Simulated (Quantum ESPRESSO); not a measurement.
## Si2BO5F (one run as intended and one with a planted mistake)

Simulated, not a measurement. The program is pw.x of Quantum ESPRESSO 7.5 (plane-wave density functional theory). The cell is made up: 9 atoms on a quartz lattice, with randomly drawn elements, strain and displacements, not relaxed. PseudoDojo standard norm-conserving files (v0.5 for PBE, v0.4.1 for LDA and PBEsol) set the functional; there is no spin polarisation, spin-orbit coupling or dispersion term, and the masses in the input are unused placeholders.

Intended input:

```
&control calculation='scf', pseudo_dir='./dojo.nc.sr.pbe.v0_5.standard.upf', outdir='./o', disk_io='medium', tprnfor=.true., tstress=.true. /
&system ibrav=0, nat=9, ntyp=4, nbnd=30, ecutwfc=84.00895049, nosym=.true., tot_charge=0,
 occupations='smearing', smearing='fd', degauss=0.0018374661
/
&electrons conv_thr=7.350e-09, electron_maxstep=60, /
ATOMIC_SPECIES
B 1.0 B.upf
F 1.0 F.upf
O 1.0 O.upf
Si 1.0 Si.upf
CELL_PARAMETERS angstrom
5.1763 0.0246 0.0737
-2.5669 4.4762 -0.0435
0.0813 -0.0085 5.7041
ATOMIC_POSITIONS angstrom
Si 2.5001 0.0292 4.012
Si -1.188 2.11 1.7688
B 1.3306 2.3922 0.0841
O 1.4876 1.1361 4.5263
O 3.2995 0.6702 2.7138
O 3.0888 2.5425 0.6684
O 0.3189 1.8148 1.2644
O -1.1124 3.1219 3.2587
F 0.9011 3.9693 5.2982
K_POINTS automatic
5 5 4 1 1 1
```

The log is shortened where brackets say so; the opening notice, blank lines, dates and the lines on written files are dropped, and the path of the files is cut. It prints rydbergs, bohrs and kilobars, and counts compression as positive stress. Where no state is partly filled, the Fermi energy that it prints is only some level between the filled and the empty states on the mesh, and need not lie in the true gap.

Log of the intended run:

```
     Program PWSCF v.7.5
     Parallel version (MPI & OpenMP), running on       1 processor cores
     Number of MPI processes:                 1
     Threads/MPI process:                     1
     [start-up lines left out]
     bravais-lattice index     =            0
     lattice parameter (alat)  =       9.7829  a.u.
     unit-cell volume          =     894.1398 (a.u.)^3
     number of atoms/cell      =            9
     number of atomic types    =            4
     number of electrons       =        48.00
     number of Kohn-Sham states=           30
     kinetic-energy cutoff     =      84.0090  Ry
     charge density cutoff     =     336.0358  Ry
     scf convergence threshold =      7.3E-09
     mixing beta               =       0.7000
     number of iterations used =            8  plain     mixing
     Exchange-correlation= PBE
                           (   1   4   3   4   0   0   0)
     [axes and pseudopotential details left out]
   Cartesian axes
     site n.     atom                  positions (alat units)
         1        Si     tau(   1) = (   0.4829354   0.0056405   0.7749837  )
         2        Si     tau(   2) = (  -0.2294817   0.4075812   0.3416728  )
         3        B      tau(   3) = (   0.2570272   0.4620927   0.0162453  )
         4        O      tau(   4) = (   0.2873544   0.2194564   0.8743292  )
         5        O      tau(   5) = (   0.6373526   0.1294601   0.5242150  )
         6        O      tau(   6) = (   0.5966525   0.4911256   0.1291124  )
         7        O      tau(   7) = (   0.0616008   0.3505584   0.2442396  )
         8        O      tau(   8) = (  -0.2148783   0.6030463   0.6294714  )
         9        F      tau(   9) = (   0.1740623   0.7667355   1.0234344  )
     number of k points=    50  Fermi-Dirac smearing, width (Ry)=  0.0018
                       cart. coord. in units 2pi/alat
        k(    1) = (   0.0975914   0.1727093   0.1123129), wk =   0.0400000
        k(    2) = (   0.0943585   0.1730608   0.3392526), wk =   0.0400000
     [further k points left out]
     Dense  grid:    93077 G-vectors     FFT dimensions: (  60,  60,  64)
     Estimated max dynamical RAM per process >     117.40 MB
     Initial potential from superposition of free atoms
     starting charge      47.9985, renormalised to      48.0000
     Starting wfcs are   36 randomized atomic wfcs
     total cpu time spent up to now is       13.2 secs
     per-process dynamical memory:    89.8 Mb
     Self-consistent Calculation
     iteration #  1     ecut=    84.01 Ry     beta= 0.70
     Davidson diagonalization with overlap
     ethr =  1.00E-02,  avg # of iterations =  2.3
     total cpu time spent up to now is       45.7 secs
     total energy              =    -236.75629395 Ry
     estimated scf accuracy    <       2.31144579 Ry
     iteration #  2     ecut=    84.01 Ry     beta= 0.70
     Davidson diagonalization with overlap
     ethr =  4.82E-03,  avg # of iterations =  2.0
     total cpu time spent up to now is       78.1 secs
     total energy              =    -237.07821313 Ry
     estimated scf accuracy    <       3.42125198 Ry
     [iterations 3 to 10 left out]
     iteration # 11     ecut=    84.01 Ry     beta= 0.70
     Davidson diagonalization with overlap
     ethr =  7.99E-10,  avg # of iterations =  2.0
     total cpu time spent up to now is      331.7 secs
     total energy              =    -237.79697137 Ry
     estimated scf accuracy    <       0.00000006 Ry
     iteration # 12     ecut=    84.01 Ry     beta= 0.70
     Davidson diagonalization with overlap
     ethr =  1.34E-10,  avg # of iterations =  2.0
     total cpu time spent up to now is      353.6 secs
     End of self-consistent calculation
     [lines on levels left out]
     the Fermi energy is     3.1785 ev
!    total energy              =    -237.79697138 Ry
     estimated scf accuracy    <          5.4E-09 Ry
     smearing contrib. (-TS)   =      -0.00000000 Ry
     internal energy E=F+TS    =    -237.79697138 Ry
     The total energy is F=E-TS. E is the sum of the following terms:
     one-electron contribution =    -126.53948594 Ry
     hartree contribution      =      86.16152979 Ry
     xc contribution           =     -61.11733171 Ry
     ewald contribution        =    -136.30168353 Ry
     convergence has been achieved in  12 iterations
     Forces acting on atoms (cartesian axes, Ry/au):
     atom    1 type  4   force =    -0.07835495   -0.03910937   -0.19372342
     atom    2 type  4   force =     0.01522647   -0.04032580    0.25476293
     atom    3 type  1   force =     0.02871533   -0.18466577    0.08519174
     atom    4 type  3   force =    -0.03804097    0.14970292    0.15338960
     atom    5 type  3   force =     0.04470393    0.02448751   -0.00903894
     atom    6 type  3   force =    -0.22221200    0.03521247   -0.13513777
     atom    7 type  3   force =     0.14252396    0.07400541   -0.14677938
     atom    8 type  3   force =     0.08374571    0.05712219   -0.00606138
     atom    9 type  2   force =     0.02369252   -0.07642957   -0.00260340
     Total force =     0.580643     Total SCF correction =     0.000115
     Computing stress (Cartesian axis) and pressure
          total   stress  (Ry/bohr**3)                   (kbar)     P=     -198.12
  -0.00111251  -0.00066691   0.00013721         -163.66      -98.11       20.18
  -0.00066691  -0.00152766  -0.00024851          -98.11     -224.73      -36.56
   0.00013721  -0.00024851  -0.00140015           20.18      -36.56     -205.97
     init_run     :     12.40s CPU     13.02s WALL (       1 calls)
     electrons    :    324.47s CPU    340.46s WALL (       1 calls)
     forces       :      3.96s CPU      4.03s WALL (       1 calls)
     stress       :     15.95s CPU     16.04s WALL (       1 calls)
     [timing details left out]
     PWSCF        :   5m56.99s CPU   6m13.91s WALL
     JOB DONE.
```

A second run has one planted mistake: the k-point mesh is too coarse. The input lines that differ, file-writing options aside:

```
- 5 5 4 1 1 1
+ 1 1 1 1 1 1
```

Its log:

```
     Program PWSCF v.7.5
     Parallel version (MPI & OpenMP), running on       1 processor cores
     Number of MPI processes:                 1
     Threads/MPI process:                     1
     [start-up lines left out]
     bravais-lattice index     =            0
     lattice parameter (alat)  =       9.7829  a.u.
     unit-cell volume          =     894.1398 (a.u.)^3
     number of atoms/cell      =            9
     number of atomic types    =            4
     number of electrons       =        48.00
     number of Kohn-Sham states=           30
     kinetic-energy cutoff     =      84.0090  Ry
     charge density cutoff     =     336.0358  Ry
     scf convergence threshold =      7.3E-09
     mixing beta               =       0.7000
     number of iterations used =            8  plain     mixing
     Exchange-correlation= PBE
                           (   1   4   3   4   0   0   0)
     [axes and pseudopotential details left out]
   Cartesian axes
     site n.     atom                  positions (alat units)
         1        Si     tau(   1) = (   0.4829354   0.0056405   0.7749837  )
         2        Si     tau(   2) = (  -0.2294817   0.4075812   0.3416728  )
         3        B      tau(   3) = (   0.2570272   0.4620927   0.0162453  )
         4        O      tau(   4) = (   0.2873544   0.2194564   0.8743292  )
         5        O      tau(   5) = (   0.6373526   0.1294601   0.5242150  )
         6        O      tau(   6) = (   0.5966525   0.4911256   0.1291124  )
         7        O      tau(   7) = (   0.0616008   0.3505584   0.2442396  )
         8        O      tau(   8) = (  -0.2148783   0.6030463   0.6294714  )
         9        F      tau(   9) = (   0.1740623   0.7667355   1.0234344  )
     number of k points=     1  Fermi-Dirac smearing, width (Ry)=  0.0018
                       cart. coord. in units 2pi/alat
        k(    1) = (  -0.4895733  -0.8633706  -0.4480949), wk =   2.0000000
     Dense  grid:    93077 G-vectors     FFT dimensions: (  60,  60,  64)
     Estimated max dynamical RAM per process >     117.40 MB
     Initial potential from superposition of free atoms
     starting charge      47.9985, renormalised to      48.0000
     Starting wfcs are   36 randomized atomic wfcs
     total cpu time spent up to now is        2.0 secs
     per-process dynamical memory:    84.0 Mb
     Self-consistent Calculation
     iteration #  1     ecut=    84.01 Ry     beta= 0.70
     Davidson diagonalization with overlap
     ethr =  1.00E-02,  avg # of iterations =  2.0
     total cpu time spent up to now is        2.5 secs
     total energy              =    -236.75660830 Ry
     estimated scf accuracy    <       2.30960731 Ry
     iteration #  2     ecut=    84.01 Ry     beta= 0.70
     Davidson diagonalization with overlap
     ethr =  4.81E-03,  avg # of iterations =  2.0
     total cpu time spent up to now is        3.1 secs
     total energy              =    -237.08923362 Ry
     estimated scf accuracy    <       3.37765313 Ry
     [iterations 3 to 11 left out]
     iteration # 12     ecut=    84.01 Ry     beta= 0.70
     Davidson diagonalization with overlap
     ethr =  1.05E-10,  avg # of iterations =  2.0
     total cpu time spent up to now is        8.7 secs
     total energy              =    -237.79537125 Ry
     estimated scf accuracy    <          7.4E-09 Ry
     iteration # 13     ecut=    84.01 Ry     beta= 0.70
     Davidson diagonalization with overlap
     ethr =  1.54E-11,  avg # of iterations =  2.0
     total cpu time spent up to now is        9.2 secs
     End of self-consistent calculation
     [lines on levels left out]
     the Fermi energy is     3.1292 ev
!    total energy              =    -237.79537125 Ry
     estimated scf accuracy    <          1.2E-09 Ry
     smearing contrib. (-TS)   =       0.00000000 Ry
     internal energy E=F+TS    =    -237.79537125 Ry
     The total energy is F=E-TS. E is the sum of the following terms:
     one-electron contribution =    -126.54737268 Ry
     hartree contribution      =      86.17488115 Ry
     xc contribution           =     -61.12119620 Ry
     ewald contribution        =    -136.30168353 Ry
     convergence has been achieved in  13 iterations
     Forces acting on atoms (cartesian axes, Ry/au):
     atom    1 type  4   force =    -0.08240652   -0.04663153   -0.19284586
     atom    2 type  4   force =     0.00660344   -0.05122120    0.25242967
     atom    3 type  1   force =     0.02047076   -0.19364379    0.09033862
     atom    4 type  3   force =    -0.02893841    0.15968907    0.17043127
     atom    5 type  3   force =     0.06539099    0.01379785   -0.03942296
     atom    6 type  3   force =    -0.21426286    0.01868855   -0.13116781
     atom    7 type  3   force =     0.15588299    0.09978786   -0.17487076
     atom    8 type  3   force =     0.06549862    0.07896992    0.02928220
     atom    9 type  2   force =     0.01176099   -0.07943674   -0.00417437
     Total force =     0.605125     Total SCF correction =     0.000050
     Computing stress (Cartesian axis) and pressure
          total   stress  (Ry/bohr**3)                   (kbar)     P=     -200.01
  -0.00113255  -0.00068276   0.00011735         -166.60     -100.44       17.26
  -0.00068276  -0.00157286  -0.00020859         -100.44     -231.38      -30.69
   0.00011735  -0.00020859  -0.00137355           17.26      -30.69     -202.06
     init_run     :      1.79s CPU      1.87s WALL (       1 calls)
     electrons    :      6.46s CPU      7.23s WALL (       1 calls)
     forces       :      0.24s CPU      0.26s WALL (       1 calls)
     stress       :      0.63s CPU      0.66s WALL (       1 calls)
     [timing details left out]
     PWSCF        :      9.21s CPU     10.15s WALL
     JOB DONE.
```

|  | intended run | run with the mistake |
| --- | --- | --- |
| free energy (eV) | -3235.393 | -3235.371 |
| smearing term -TS (eV) | 0.0000 | 0.0000 |
| pressure (GPa) | -19.81 | -20.00 |
| largest force component (eV/Å) | 6.550 | 6.490 |
| largest change of a force component (eV/Å) |  | 0.909 |
| iterations | 12 | 13 |

For scale, a rerun of the intended cell at 1437 eV and a 7 x 7 x 6 mesh moved values by no more than 0.002 eV in energy, 0.03 GPa in stress and 0.002 eV/Å in force.